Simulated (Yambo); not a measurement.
G0W0@LDA for MgS (rock salt, space group Fm-3m, No. 225) in Yambo. Reference settings: 6×6×6 Γ-centred k mesh, bands 5 to 80 and a 10 Ry block in the screening, 80 bands in G with the Bruneval-Gonze terminator, plasmon pole fitted at 27.2 eV. The LDA gap Γ → X on this mesh is 2.65 eV; G0W0 gaps are taken between the same points.

```csv
change from the reference,G0W0 gap Γ → X (eV),shift of the valence edge (eV)
reference settings,4.66,-1.11
"27 bands in W, 27 bands in G, no terminator",4.49,-0.54
"62 bands in W, 62 bands in G, 8 Ry block",4.63,-1.05
4 Ry block,?,-0.90
"4 Ry block, no terminator",?,-0.86
"18 bands in W, 18 bands in G",4.64,-0.62
"18 bands in W, 18 bands in G, 8 Ry block",4.63,-0.62
exchange cut at 10 Ry,5.20,-1.02
```

Estimate the withheld gaps from the other rows; the computed values follow.


- 4 Ry block, G0W0 gap Γ → X (eV): 4.48
- 4 Ry block, no terminator, G0W0 gap Γ → X (eV): 4.46

The reference isn't shown to be the converged limit.

Geometry relaxed with LDA; primitive cell a = b = c = 3.628 Å, α = β = γ = 60.00°.

A shift is the quasiparticle energy of the state minus its LDA energy.
